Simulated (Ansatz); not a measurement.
TaCo3 (Cu3Au type, space group No. 221), the program Ansatz at the PBEsol level (PAW), all energies at zero smearing, with the estimated change up to a 700 eV cutoff added, with one set of potentials and settings (totals compare only within such a set). Cell of 4 atoms (3 Co, 1 Ta): -25086.595 eV.

```
element                                reference phase  E (eV/atom)
-------  ---------------------------------------------  -----------
Co       P6_3/mmc, 2 atoms in the cell, spin-polarised   -5092.9959
Ta                          Im-3m, 1 atoms in the cell   -9806.5011
```

Formation energy per atom, worked out: (-25086.595 − 3×(-5092.9959) − 1×(-9806.5011))/4 = -0.277 eV/atom (-27 kJ per mol of atoms), at 0 K, without zero-point energy or fitted corrections.

Space group Pm-3m (Cu3Au type). The workflow started from an entry of the Crystallography Open Database (COD), which files this formula under 2 space groups. Its standing as an ambient phase is unchecked. Symmetry was held in the PBEsol relaxation; of distortions, only those at the zone centre were tested. The workflow began spin-polarised and lost its moments. The references are the lowest solids computed at this level, not always the standard phases. Spin–orbit coupling is left out wherever it is not named.

Potentials: the later of the program's two PAW sets.
